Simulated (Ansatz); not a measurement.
## One input, then a changed one: Zr (begun as hcp type, now P6_3/mmc)

First run: DFT, PBE, PAW with Ansatz's default frozen-core files, scalar-relativistic (Ansatz 0.2.0).

Command: `ansatz run input.yaml --threads 2 --pin off --max-ram 4096MiB --backend cpu --events-out ev --progress --plain --runs-dir out` It took 8.4 s on 2 threads of Intel(R) Xeon(R) Platinum 8375C CPU @ 2.90GHz (Ice Lake), on a shared host, peak memory 0.65 GiB.

```yaml
crystal:
  lattice:
    - [-1.6155496479, 2.7982140722, 0.0]
    - [0.0, 0.0, 5.1751358139]
    - [4.8466489435, 2.7982140722, 0.0]
  atoms:
    - { symbol: Zr, position: [0.5, 0.25, 0.166666667] }
    - { symbol: Zr, position: [0.0, 0.25, 0.666666667] }
    - { symbol: Zr, position: [0.0, 0.75, 0.333333333] }
    - { symbol: Zr, position: [0.5, 0.75, 0.833333333] }
kpoints:
  mp_grid: { grid: [13, 8, 8] }
scf:
  occupations: { method: fermi_dirac, width: 0.08 }
hamiltonian:
  xc: pbe
  pseudopotentials: { kind: paw }
output:
  forces: true
  stress: true
  eigenvalues: true
```

The base cell comes from a relaxation on PAW files under the same functional.

This run: bulk in the slab's orientation.

It converges in 6 SCF iterations at a pressure of 0.00 GPa, cutoff 420 eV.

The input is then changed:

```diff
 kpoints:
-  mp_grid: { grid: [13, 8, 8] }
+  mp_grid: { grid: [9, 5, 5] }
 scf:
   occupations: { method: fermi_dirac, width: 0.08 }
+  mixing: { algorithm: anderson, beta: 0.3 }
 hamiltonian:
   eigenvalues: true
+basis:
+  ecutwfc: "25.7 Ry"
```

Problem. What does the second run give?

Solution. It converges in 6 SCF iterations at a pressure of -0.01 GPa, cutoff 350 eV, free energy +0.3 meV/atom against the first run's. The settings are coarser than usual, but the energy hardly moved.
